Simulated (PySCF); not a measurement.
PySCF single point, HF/6-31G*, density fitting, IEF-PCM implicit water (electrostatics alone), on toluene, C7H8 (SMILES Cc1ccccc1), charge 0, multiplicity 1.

```python
from pyscf import gto, scf, dft
mol = gto.M(atom='''
C     -2.487633    -0.000459    -0.259164
C     -0.988156     0.000020    -0.272702
C     -0.278564     1.194572    -0.267636
C      1.105117     1.196110    -0.258371
C      1.801304    -0.000548    -0.254584
C      1.104187    -1.196388    -0.258619
C     -0.279348    -1.194687    -0.267178
H     -2.879390    -0.894882    -0.738939
H     -2.881225     0.875787    -0.769272
H     -2.850166     0.016913     0.769272
H     -0.816689     2.132447    -0.271168
H      1.642107     2.133853    -0.256898
H      2.881225    -0.002770    -0.250949
H      1.641593    -2.133853    -0.256637
H     -0.817441    -2.132332    -0.271563
''', basis='6-31G*', charge=0, spin=0, verbose=3)
mf = scf.RHF(mol)
mf = mf.density_fit()
mf = mf.PCM()
mf.with_solvent.method = 'IEF-PCM'
mf.with_solvent.eps = 78.4
mf.max_cycle = 100
e = mf.kernel()
print('converged', mf.converged)
print('E_total', e)
print('nao', mol.nao)
print('HOMO', mf.mo_energy[mf.mo_occ > 0].max())
mf.dip_moment()
```

It prints:

```

WARN: PCM is an experimental feature. It is still in testing.
Features and APIs may be changed in the future.

converged SCF energy = -269.743525223523
converged True
E_total -269.74352522352257
nao 114
HOMO -0.3221532992533582
Dipole moment(X, Y, Z, Debye): -0.38652,  0.00118,  0.03222
```

The total energy is -7340.10 eV, -0.13 eV from the same level's vacuum run.
